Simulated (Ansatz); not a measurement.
Al₂Pt (fluorite or antifluorite type), relaxed with PBE (Ansatz, an electronic-structure program, plane waves, PAW): a = 5.946 Å, b = 5.946 Å, c = 5.946 Å, α = 90.00°, β = 90.00°, γ = 90.00°.

```
Quantity              Value
--------------------  -----
ΔH_f (eV/atom)        -0.88
B₀ by P(V) fit (GPa)    129
```

**Question.** The same phase is relaxed and computed with LDA in the same code. What are the cell and these values now?

**Answer.** a = b = c = 5.853 Å, α = β = γ = 90.00°.

- ΔH_f (eV/atom) = -0.91
- B₀ by P(V) fit (GPa) = 145

All cells were relaxed under the symmetry of their starts (and spin orders); stability against distortions was not tested throughout. Rows with no word on spin ran without spin polarisation. Spin–orbit coupling is left out wherever it is not named.

Potentials: the later of the program's two PAW sets.

Ansatz is a plane-wave DFT program.

Formation energies count from the lowest solids of the elements computed at the same level, not from gases.
